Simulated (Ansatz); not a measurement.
Consider the following.

SiRu2:
```cif
data_Ru4Si2
_chemical_formula_sum 'Ru4 Si2'
_space_group_name_H-M_alt 'P4/nmm :1'
_space_group_IT_number 129
_space_group_name_Hall 'P 4ab 2ab -1ab'
_cell_length_a 3.73761
_cell_length_b 3.73761
_cell_length_c 5.90829
_cell_angle_alpha 90.000
_cell_angle_beta 90.000
_cell_angle_gamma 90.000
loop_
_space_group_symop_operation_xyz
  'x, y, z'
  '-y+1/2, x+1/2, z'
  '-x, -y, z'
  'y+1/2, -x+1/2, z'
  'x+1/2, -y+1/2, -z'
  '-y, -x, -z'
  '-x+1/2, y+1/2, -z'
  'y, x, -z'
  '-x+1/2, -y+1/2, -z'
  'y, -x, -z'
  'x+1/2, y+1/2, -z'
  '-y, x, -z'
  '-x, y, z'
  'y+1/2, x+1/2, z'
  'x, -y, z'
  '-y+1/2, -x+1/2, z'
loop_
_atom_site_label
_atom_site_type_symbol
_atom_site_symmetry_multiplicity
_atom_site_Wyckoff_symbol
_atom_site_fract_x
_atom_site_fract_y
_atom_site_fract_z
_atom_site_occupancy
Ru1 Ru 2 a 0.00000 0.00000 0.00000 1
Ru2 Ru 2 c 0.50000 0.00000 0.33633 1
Si1 Si 2 c 0.00000 0.50000 0.27199 1
```

This is the r²SCAN-relaxed structure.

All from r²SCAN (plane waves, PAW; program Ansatz), unless another level is named. Predict the electronic character.

metallic (no gap).

And the density of states at the Fermi level?

0.73 states/eV per atom (mean over ±0.08 eV).

What about the formation energy from the elements (no fitted shifts)?

-0.24 eV/atom.

Next, the gap with spin–orbit coupling?

none (metallic).

The cell is a constructed one: a structure type filled with these elements; neither database checked (COD, Materials Project) lists it. Its standing as an ambient phase is unchecked. The cell was relaxed with r²SCAN under the symmetry of its start; its stability against distortions is not shown here. No spin polarisation was allowed. The references are the lowest solids computed at this level, not always the standard phases. Spin–orbit coupling is left out wherever it is not named.

Potentials: the earlier of the program's two PAW sets.
